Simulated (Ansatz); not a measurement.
A distorted cell of Ag (fcc, Cu type):

```yaml
crystal:
  lattice:
    - [4.05478, 0.00000, 0.00000]
    - [0.00000, 4.05478, 0.00000]
    - [0.00000, 0.00000, 4.05478]
  atoms:
    - { symbol: Ag, position: [0.95102, 0.95102, 0.95102] }
    - { symbol: Ag, position: [0.50000, 0.50000, 0.00000] }
    - { symbol: Ag, position: [0.50000, 0.00000, 0.50000] }
    - { symbol: Ag, position: [0.00000, 0.50000, 0.50000] }
```

Method: PBEsol (plane waves to 420 eV, PAW, scalar-relativistic; Ansatz, a quantum-chemistry and plane-wave program). k mesh 9×9×9 (Γ-centred), Fermi-Dirac smearing 0.05 eV. Energies are smeared free energies. Compression counts positive. With partly filled bands, energies and forces of such displacements shift with the k mesh and the smearing. On this mesh the relaxed cell isn't quite at rest: it carries a pressure of -0.2 GPa (compression positive) at the zero of the scan. Ag was relaxed with its symmetry unable to fall. The PAW data are Ansatz's earlier set.

Q: What forces act on the atoms (eV/Å, Cartesian)?

A: 
| atom | Fx | Fy | Fz |
|---|---|---|---|
| Ag1 | 1.435 | 1.435 | 1.435 |
| Ag2 | -0.775 | -0.775 | 0.114 |
| Ag3 | -0.775 | 0.114 | -0.775 |
| Ag4 | 0.114 | -0.775 | -0.775 |

Q: What is the stress tensor (GPa)?

A: 
```
    3.7      1.3      1.3
    1.3      3.7      1.3
    1.3      1.3      3.7
```
The pressure, a third of the trace, is 3.7 GPa.

Q: In it atom 1 sits (-0.199, -0.199, -0.199) Å away from its relaxed site. What is its energy relative to the relaxed cell?

A: 385 meV/cell.

(A displaced cell: forces are minus the slopes of the energy, force constants its curvatures, and phonons follow from these.)
